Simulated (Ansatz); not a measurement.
Relaxed SrVO3 (cubic perovskite):

```xyz
5
Lattice="3.8577 0.0000 0.0000 0.0000 3.8577 0.0000 0.0000 0.0000 3.8577" Properties=species:S:1:pos:R:3 pbc="T T T"
Sr     0.0000     0.0000     0.0000
V      1.9288     1.9288     1.9288
O      0.0000     1.9288     1.9288
O      1.9288     1.9288     0.0000
O      1.9288     0.0000     1.9288
```

In each cell atom 1 (Sr, nearest neighbour O at 2.728 Å; its periodic images, 3.9 Å or more away, move with it) moves by s·(1.000, 0.000, 0.000) (along Cartesian x), the rest being held.

Method: PBE (plane waves to 420 eV, PAW, scalar-relativistic; Ansatz, a program for electronic structure). k mesh 10×10×10 (Γ-centred), Fermi-Dirac smearing 0.05 eV. E stands for the smeared free energy. With partly filled bands, energies and forces of such displacements shift with the k mesh and the smearing. SrVO3 is run without spin polarisation and with no Hubbard U. SrVO3 was relaxed with its symmetry unable to fall. ΔE is measured from the undisplaced structure. The last digit holds for this mesh only.

```json
[
 {"s (Å)": "-0.270", "ΔE (meV/cell)": "154.9"},
 {"s (Å)": "-0.216", "ΔE (meV/cell)": "97.6"},
 {"s (Å)": "-0.162", "ΔE (meV/cell)": "54.2"},
 {"s (Å)": "-0.108", "ΔE (meV/cell)": "23.9"},
 {"s (Å)": "-0.054", "ΔE (meV/cell)": "5.9"},
 {"s (Å)": "0.000", "ΔE (meV/cell)": "0.0"},
 {"s (Å)": "0.054", "ΔE (meV/cell)": "5.9"},
 {"s (Å)": "0.108", "ΔE (meV/cell)": "23.9"},
 {"s (Å)": "0.162", "ΔE (meV/cell)": "54.2"},
 {"s (Å)": "0.216", "ΔE (meV/cell)": "97.6"},
 {"s (Å)": "0.270", "ΔE (meV/cell)": "154.9"}
]
```

Task: What force constant k = d²E/ds² at s = 0 does the table give?

Result: 4.1 eV/Å². It is the second difference of the nearest points, corrected with the next pair.

Task: With k = 4.06 eV/Å² from the forces, is the well harmonic out to s = 0.270 Å?

Result: ½ks² = 148 meV/cell against the computed 155 meV/cell, so the well is close to harmonic there.

(A displaced cell: forces are minus the slopes of the energy, force constants its curvatures, and phonons follow from these.)
